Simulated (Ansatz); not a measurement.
LaPd2:
```
CELL_PARAMETERS angstrom
     -2.00046     2.00046     4.45805
      2.00046    -2.00046     4.45805
      2.00046     2.00046    -4.45805
ATOMIC_POSITIONS crystal
  La 0.00000 0.00000 0.00000
  Pd 0.75000 0.25000 0.50000
  Pd 0.25000 0.75000 0.50000
```

Relaxed with PBE. Special points in fractions of this cell's reciprocal vectors: Γ (0.000, 0.000, 0.000); X (0.000, 0.000, 0.500); P (0.250, 0.250, 0.250); N (0.000, 0.500, 0.000); M (0.500, 0.500, -0.500); S (0.300, 0.700, -0.300); S0 (-0.300, 0.300, 0.300); R (-0.101, 0.101, 0.500); G (0.500, 0.500, -0.101).

Q: List the band energies nearest the Fermi level at these points for the program Ansatz at the PBE level (PAW).

A: In eV from the Fermi level; about four levels below and three above (degenerate sets whole), none deeper than 8.9 eV; points with the same levels are listed once.

```
k                          below                above
-  -----------------------------  -------------------
Γ  -2.09 -2.09 -1.06 -0.22 -0.16       1.67 1.72 1.72
X        -2.06 -1.83 -1.78 -1.14       1.19 1.43 1.51
P  -2.03 -2.03 -1.81 -1.79 -0.06       0.00 1.37 1.37
N        -2.48 -2.25 -1.87 -0.52       0.28 1.93 1.98
M        -1.81 -1.64 -1.01 -0.16  1.85 1.98 2.04 2.04
S        -2.10 -1.90 -1.54 -0.63       0.62 1.95 1.99
R        -2.25 -1.92 -1.80 -0.59       0.08 1.46 1.95
```

Space group I4/mmm. The workflow started from an entry of the Crystallography Open Database (COD). Whether it is the stable phase at ambient conditions was not checked. Symmetry was held in the PBE relaxation; whether a distortion lowers the energy is not shown. The run is not spin-polarised. The volume moved by -17 % from the start of the relaxation. The volume fell by over 15 % from the filed cell, which may lack light atoms or belong to other conditions. Scalar-relativistic: spin–orbit coupling is off unless named, which matters more the heavier the elements.

Potentials: the later of the program's two PAW sets.
